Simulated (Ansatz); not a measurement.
LaTiO3 (cubic perovskite)

```yaml
crystal:
  lattice:
    - [3.87216, 0.00000, 0.00000]
    - [0.00000, 3.87216, 0.00000]
    - [0.00000, 0.00000, 3.87216]
  atoms:
    - { symbol: La, position: [0.00000, 0.00000, 0.00000] }
    - { symbol: Ti, position: [0.50000, 0.50000, 0.50000] }
    - { symbol: O, position: [0.00000, 0.50000, 0.50000] }
    - { symbol: O, position: [0.50000, 0.00000, 0.50000] }
    - { symbol: O, position: [0.50000, 0.50000, 0.00000] }
```

The slice is a {110} plane (indices of the conventional cell) through the point (0.000, 0.000, 0.000) (fractional), spanned by u = [100] and v = [011] in vectors of this cell: u (3.87 Å) and v (5.48 Å, at 90° to u). It covers one period; positions are fractions (u, v).

These are LDA (plane waves to 420 eV, PAW, scalar-relativistic; Ansatz, a quantum-chemistry and plane-wave program) values and carry that method's errors. k mesh 12×12×12. Inside the PAW spheres the values are not all-electron values, and peaks at nuclei hang on which shells count as valence. LaTiO3 is run without spin polarisation and with no Hubbard U. LaTiO3 was relaxed with its symmetry unable to fall. This is one of several known forms of LaTiO3; the measured ambient cells at hand have space group No. 62.

Question: What is the valence density on the shortest Ti–O line in this plane (1.94 Å), at its midpoint?

Answer: 0.71 e/Å³.

Question: What is the ELF at the midpoint of the shortest Ti–O line in this plane (1.94 Å)?

Answer: 0.2.

Question: Predict the map of the electrostatic potential energy of an electron, from the cell's mean on the slice.

Answer: 
```
|xxxxx   .+*##*+.   xxxx|
|xxxxx   :+#%%#+:   xxxx|
|xxxx    -*%%%%*-    xxx|
|xxx    :+#%@@%#+:    xx|
|       =*%@@@@%*=      |
|      -*#@@@@@@#*-     |
|    :=*#%%@@@@%%#*=:   |
|::-=+*############*+=-:|
|***#####*++==++*#####**|
|#%%%%#*+-.    .-+*#%%%%|
|#%%%%#+:        :+#%%%%|
|xxx##*-   xxxx   -*##xx|
|xxxx+=  xxxxxxxx  =+xxx|
|xxxxx:  xxxxxxxx  :xxxx|
|xxxxx  xxxxxxxxxx  xxxx|
|xxxxx  xxxxxxxxxx  xxxx|
|xxxxx  xxxxxxxxxx  xxxx|
|xxxxx:  xxxxxxxx  :xxxx|
|xxxx+=  xxxxxxxx  =+xxx|
|xxx##*-   xxxx   -*##xx|
|#%%%%#+:        :+#%%%%|
|#%%%%#*+-.    .-+*#%%%%|
|***#####*++==++*#####**|
|::-=+*############*+=-:|
|    :=*#%%@@@@%%#*=:   |
|      -*#@@@@@@#*-     |
|       =*%@@@@%*=      |
|xxx    :+#%@@%#+:    xx|
|xxxx    -*%%%%*-    xxx|
|xxxxx   :+#%%#+:   xxxx|
|xxxxx   .+*##*+.   xxxx|
|xxxxx   .=#%%#=.   xxxx|
```
Scale: ten equal steps from 2.00 (start of ' ') to 10.14 (end of '@'), in the order ' .:-=+*#%@'. Values: electrostatic potential energy of an electron, from the cell's mean, in eV. The map has 23 points along u (one character each, u = 0 at the left) and 32 along v (v = 0 in the bottom row). Points within 0.8 Å of a nucleus are blanked (x), as the pseudised field means little there. Values under 2 eV are set to 2. The zero, the cell's mean, hangs on the PAW cores.
